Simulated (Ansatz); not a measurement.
## Fields on a plane of BaTiO3 (cubic perovskite)

```
CELL_PARAMETERS angstrom
      3.99403     0.00000     0.00000
      0.00000     3.99403     0.00000
      0.00000     0.00000     3.99403
ATOMIC_POSITIONS crystal
  Ba 0.00000 0.00000 0.00000
  Ti 0.50000 0.50000 0.50000
  O  0.00000 0.50000 0.50000
  O  0.50000 0.50000 0.00000
  O  0.50000 0.00000 0.50000
```

The slice is a {210} plane (indices of the conventional cell) through the point (0.000, 0.500, 0.500) (fractional), spanned by u = [100] and v = [021] in vectors of this cell: u (3.99 Å) and v (8.93 Å, at 90° to u). It covers one period; positions are fractions (u, v).

Atoms on it: Ti at (0.50, 0.00); O at (0.00, 0.00); O at (0.50, 0.50). Other atoms lie within 1 Å of the plane.

These are r2SCAN (plane waves to 500 eV, PAW, scalar-relativistic; Ansatz, a program for electronic structure) values and carry that method's errors. k mesh 8×8×8. Inside the PAW spheres the values are not all-electron values, and peaks at nuclei hang on which shells count as valence. BaTiO3 is run without spin polarisation. BaTiO3 was relaxed with its symmetry unable to fall. This is a high-temperature form of BaTiO3.

```
|xx@@%%..********..%%@@|
|@@%%++  ..====..  ++%%|
|--::    ........    ::|
|      ..==****==..    |
|##++..  ++####++  ..++|
|@@@@++  ::****::  ++@@|
|@@@@##..  ::::  ..##@@|
|@@@@##..        ..##@@|
|%%##--  ..----..  --##|
|--::  ::##@@@@##::  ::|
|      **@@%%%%@@**    |
|    ::%%@@xxxx@@%%::  |
|      **@@%%%%@@**    |
|--::  ::##@@@@##::  ::|
|%%##--  ..----..  --##|
|@@@@##..        ..##@@|
|@@@@##..  ::::  ..##@@|
|@@@@++  ::****::  ++@@|
|##++..  ++####++  ..++|
|      ..==****==..    |
|--::    ........    ::|
|@@%%++  ..====..  ++%%|
|xx@@%%..********..%%@@|
|xxxx%%..##xxxx##..%%xx|
```
Scale: ten equal steps from 0.01 (start of ' ') to 0.88 (end of '@'), in the order ' .:-=+*#%@'. Values: electron localisation function (ELF). The map has 11 points along u (two characters each, u = 0 at the left) and 24 along v (v = 0 in the bottom row). Points within 0.4 Å of a nucleus are blanked (x), as the pseudised field means little there.

```
|%%##++==##@@@@##==++##|
|++++----==****==----++|
|--::::::--------::::::|
|::::..::--====--::..::|
|==--::::--====--::::--|
|++++--::--------::--++|
|**++==::::::::::::==++|
|++++==::........::==++|
|====--::::----::::--==|
|::::::::==++++==::::::|
|    ..==**%%%%**==..  |
|    ::==##@@@@##==::  |
|    ..==**%%%%**==..  |
|::::::::==++++==::::::|
|====--::::----::::--==|
|++++==::........::==++|
|**++==::::::::::::==++|
|++++--::--------::--++|
|==--::::--====--::::--|
|::::..::--====--::..::|
|--::::::--------::::::|
|++++----==****==----++|
|%%##++==##@@@@##==++##|
|@@%%**++%%@@@@%%++**%%|
```
Scale: ten equal steps from -1.45 (start of ' ') to 0.98 (end of '@'), in the order ' .:-=+*#%@'. Values: log₁₀ of the valence density in e/Å³. The map has 11 points along u (two characters each, u = 0 at the left) and 24 along v (v = 0 in the bottom row). The scale is logarithmic, as a density can span decades between atoms and voids.

* **Element round which the density of the highest valence band (whole band, smooth part) is largest on this plane**: O
* **Element round which the density of the lowest conduction band (whole band as if filled, smooth part) is largest on this plane**: Ti
